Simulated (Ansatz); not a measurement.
Cs$_{2}$KInF$_{6}$:
```cif
data_Cs2F6InK
_chemical_formula_sum 'K1 Cs2 In1 F6'
_space_group_name_H-M_alt 'P 1'
_space_group_IT_number 1
_cell_length_a 6.53163
_cell_length_b 6.53163
_cell_length_c 6.53163
_cell_angle_alpha 60.000
_cell_angle_beta 60.000
_cell_angle_gamma 60.000
loop_
_space_group_symop_operation_xyz
  'x, y, z'
loop_
_atom_site_label
_atom_site_type_symbol
_atom_site_fract_x
_atom_site_fract_y
_atom_site_fract_z
_atom_site_occupancy
K1 K 0.50000 0.50000 0.50000 1
Cs1 Cs 0.25000 0.25000 0.25000 1
Cs2 Cs 0.75000 0.75000 0.75000 1
In1 In 0.00000 0.00000 0.00000 1
F1 F 0.22571 0.77429 0.77429 1
F2 F 0.77429 0.22571 0.22571 1
F3 F 0.77429 0.22571 0.77429 1
F4 F 0.22571 0.77429 0.22571 1
F5 F 0.77429 0.77429 0.22571 1
F6 F 0.22571 0.22571 0.77429 1
```

Relaxed with PBEsol.

Q: Which orbitals make up the states near the band edges in DFT-PBEsol in the program Ansatz with PAW potentials?

A: Top 1 eV of the valence band: F 2p 95 %. Bottom 1 eV of the conduction band: In 5s 32 %, Cs 6s 31 %, F 2p 17 %, F 2s 10 %, K 4s 5 %. Projections are on Löwdin-orthogonalised atomic valence shells; empty p or d shells of many metals are not among them.

Q: Tabulate the density of states.

A: States/eV per cell of 10 atoms, in 0.25 eV bins, energy from the valence-band maximum.

| E (eV) | total | F 2p | Cs 5p | In 5p |
|---|---|---|---|---|
| -7.85 | 0.00 | 0.00 | 0.00 | 0.00 |
| -7.60 | 0.00 | 0.00 | 0.00 | 0.00 |
| -7.35 | 0.00 | 0.00 | 0.00 | 0.00 |
| -7.10 | 0.00 | 0.00 | 0.00 | 0.00 |
| -6.85 | 0.00 | 0.00 | 0.00 | 0.00 |
| -6.60 | 0.00 | 0.00 | 0.00 | 0.00 |
| -6.35 | 0.00 | 0.00 | 0.00 | 0.00 |
| -6.10 | 0.00 | 0.00 | 0.00 | 0.00 |
| -5.85 | 0.00 | 0.00 | 0.00 | 0.00 |
| -5.60 | 0.00 | 0.00 | 0.00 | 0.00 |
| -5.35 | 0.00 | 0.00 | 0.00 | 0.00 |
| -5.10 | 0.00 | 0.00 | 0.00 | 0.00 |
| -4.85 | 0.00 | 0.00 | 0.00 | 0.00 |
| -4.60 | 13.24 | 0.75 | 12.09 | 0.22 |
| -4.35 | 28.45 | 1.10 | 26.68 | 0.21 |
| -4.10 | 6.32 | 0.12 | 6.15 | 0.01 |
| -3.85 | 0.00 | 0.00 | 0.00 | 0.00 |
| -3.60 | 3.27 | 2.31 | 0.02 | 0.00 |
| -3.35 | 4.73 | 3.28 | 0.05 | 0.00 |
| -3.10 | 0.00 | 0.00 | 0.00 | 0.00 |
| -2.85 | 0.00 | 0.00 | 0.00 | 0.00 |
| -2.60 | 0.00 | 0.00 | 0.00 | 0.00 |
| -2.35 | 0.00 | 0.00 | 0.00 | 0.00 |
| -2.10 | 0.51 | 0.45 | 0.00 | 0.04 |
| -1.85 | 15.43 | 13.59 | 0.26 | 1.11 |
| -1.60 | 8.06 | 7.00 | 0.19 | 0.59 |
| -1.35 | 0.00 | 0.00 | 0.00 | 0.00 |
| -1.10 | 1.78 | 1.66 | 0.01 | 0.00 |
| -0.85 | 11.03 | 10.27 | 0.19 | 0.02 |
| -0.60 | 35.55 | 33.95 | 0.80 | 0.03 |
| -0.35 | 28.12 | 26.86 | 0.67 | 0.09 |
| -0.10 | 35.52 | 34.20 | 0.23 | 0.01 |
| 0.15 | 0.00 | 0.00 | 0.00 | 0.00 |
| 0.40 | 0.00 | 0.00 | 0.00 | 0.00 |
| 0.65 | 0.00 | 0.00 | 0.00 | 0.00 |
| 0.90 | 0.00 | 0.00 | 0.00 | 0.00 |
| 1.15 | 0.00 | 0.00 | 0.00 | 0.00 |
| 1.40 | 0.00 | 0.00 | 0.00 | 0.00 |
| 1.65 | 0.00 | 0.00 | 0.00 | 0.00 |
| 1.90 | 0.00 | 0.00 | 0.00 | 0.00 |
| 2.15 | 0.00 | 0.00 | 0.00 | 0.00 |
| 2.40 | 0.00 | 0.00 | 0.00 | 0.00 |
| 2.65 | 0.00 | 0.00 | 0.00 | 0.00 |
| 2.90 | 0.00 | 0.00 | 0.00 | 0.00 |
| 3.15 | 0.00 | 0.00 | 0.00 | 0.00 |
| 3.40 | 0.00 | 0.00 | 0.00 | 0.00 |
| 3.65 | 0.00 | 0.00 | 0.00 | 0.00 |
| 3.90 | 0.00 | 0.00 | 0.00 | 0.00 |
| 4.15 | 0.00 | 0.00 | 0.00 | 0.00 |
| 4.40 | 0.00 | 0.00 | 0.00 | 0.00 |
| 4.65 | 0.00 | 0.00 | 0.00 | 0.00 |
| 4.90 | 0.00 | 0.00 | 0.00 | 0.00 |
| 5.15 | 0.00 | 0.00 | 0.00 | 0.00 |
| 5.40 | 0.00 | 0.00 | 0.00 | 0.00 |
| 5.65 | 0.02 | 0.00 | 0.00 | 0.00 |
| 5.90 | 0.27 | 0.03 | 0.00 | 0.00 |
| 6.15 | 0.54 | 0.08 | 0.01 | 0.00 |
| 6.40 | 0.94 | 0.16 | 0.01 | 0.00 |
| 6.65 | 2.15 | 0.44 | 0.03 | 0.00 |
| 6.90 | 4.08 | 0.94 | 0.04 | 0.00 |
| 7.15 | 0.00 | 0.00 | 0.00 | 0.00 |
| 7.40 | 0.00 | 0.00 | 0.00 | 0.00 |
| 7.65 | 0.00 | 0.00 | 0.00 | 0.00 |
| 7.90 | 0.00 | 0.00 | 0.00 | 0.00 |
| 8.15 | 0.23 | 0.01 | 0.00 | 0.03 |
| 8.40 | 5.45 | 0.32 | 0.05 | 0.98 |
| 8.65 | 5.58 | 0.24 | 0.06 | 0.82 |
| 8.90 | 7.48 | 0.21 | 0.04 | 0.93 |
| 9.15 | 10.69 | 0.32 | 0.08 | 1.57 |
| 9.40 | 6.10 | 0.15 | 0.03 | 0.83 |
| 9.65 | 3.74 | 0.15 | 0.02 | 0.67 |
| 9.90 | 8.22 | 0.26 | 0.02 | 0.80 |
| 10.15 | 11.86 | 0.22 | 0.02 | 0.33 |
| 10.40 | 11.39 | 0.23 | 0.02 | 0.41 |

Space group Fm-3m. The first step of the workflow began from a Materials Project structure, measured or hypothetical; the Crystallography Open Database copy checked does not list it. Whether it is the stable phase at ambient conditions was not checked. The cell was relaxed with PBEsol under the symmetry of its start; its stability against distortions is not shown here. Spin–orbit coupling is left out wherever it is not named.

Potentials: the later of the program's two PAW sets.
